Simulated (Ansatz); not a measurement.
Start of a relaxation, Pt put at a top Sn site (Sn, Fd-3m (No. 227), (1 0 0) face):

```xyz
25
Lattice="9.2964 0.0000 0.0000 0.0000 9.2964 0.0000 0.0000 0.0000 27.2169" Properties=species:S:1:pos:R:3 pbc="T T T"
Sn    4.6482    2.3241    8.5000
Sn    4.6482    6.9723    8.5000
Sn    0.0000    2.3241    8.5000
Sn    0.0000    6.9723    8.5000
Sn    4.6482    4.6482   10.1434
Sn    4.6482    0.0000   10.1434
Sn    0.0000    4.6482   10.1434
Sn    0.0000    0.0000   10.1434
Sn    6.9723    4.6482   11.7868
Sn    6.9723    0.0000   11.7868
Sn    2.3241    4.6482   11.7868
Sn    2.3241    0.0000   11.7868
Sn    6.9723    6.9723   13.4252
Sn    6.9723    2.3241   13.4252
Sn    2.3241    6.9723   13.4252
Sn    2.3241    2.3241   13.4252
Sn    0.0000    6.9723   15.0929
Sn    0.0000    2.3241   15.0929
Sn    4.6482    6.9723   15.0929
Sn    4.6482    2.3241   15.0929
Sn    0.0000    0.0000   16.7752
Sn    0.0000    4.6482   16.7752
Sn    4.6482    0.0000   16.7752
Sn    4.6482    4.6482   16.7752
Pt    0.0000    0.0000   19.5352
```

The calculation used Ansatz 0.2.0, DFT PBE+D3(BJ), scalar-relativistic, plane waves, PAW. Cutoff 420 eV; k points 3×3×1 on the computed 25-atom cell (Γ-centred); Gaussian smearing, width 0.10 eV; no spin polarisation. The cell repeats along c with a dipole correction in the vacuum.

Atoms 1, 2, 3, 4, 5, 6, 7, 8, 9, 10, 11, 12 (counted from 1) are held. The cell is fixed. Force threshold 0.03 eV/Å.

Task: Where does it end?

Result: The energy falls by 0.998 eV in 14 steps, to:

```
Sn Pt
1.0
     9.29642    0.00000    0.00000
     0.00000    9.29642    0.00000
     0.00000    0.00000   27.21695
Sn Pt
24 1
Direct
  0.50000 0.25000 0.31231
  0.50000 0.75000 0.31231
  0.00000 0.25000 0.31231
  0.00000 0.75000 0.31231
  0.50000 0.50000 0.37269
  0.50000 0.00000 0.37269
  0.00000 0.50000 0.37269
  0.00000 0.00000 0.37269
  0.75000 0.50000 0.43307
  0.75000 0.00000 0.43307
  0.25000 0.50000 0.43307
  0.25000 0.00000 0.43307
  0.75124 0.74934 0.49428
  0.75124 0.25066 0.49428
  0.24876 0.74934 0.49428
  0.24876 0.25066 0.49428
  0.00000 0.70893 0.55422
  0.00000 0.29107 0.55422
  0.50000 0.77304 0.55605
  0.50000 0.22696 0.55605
  0.00000 0.00000 0.59459
  0.00000 0.50000 0.63348
  0.50000 0.00000 0.62872
  0.50000 0.50000 0.60413
  0.00000 0.00000 0.68308
```

The end is the local minimum or symmetric point that this start leads to.

Spin–orbit coupling is left out, which can shift energies with elements as heavy as these.

Cost: 1 run of about 36 core-minutes, on Intel Xeon 6975P-C (Granite Rapids) (shared hosts).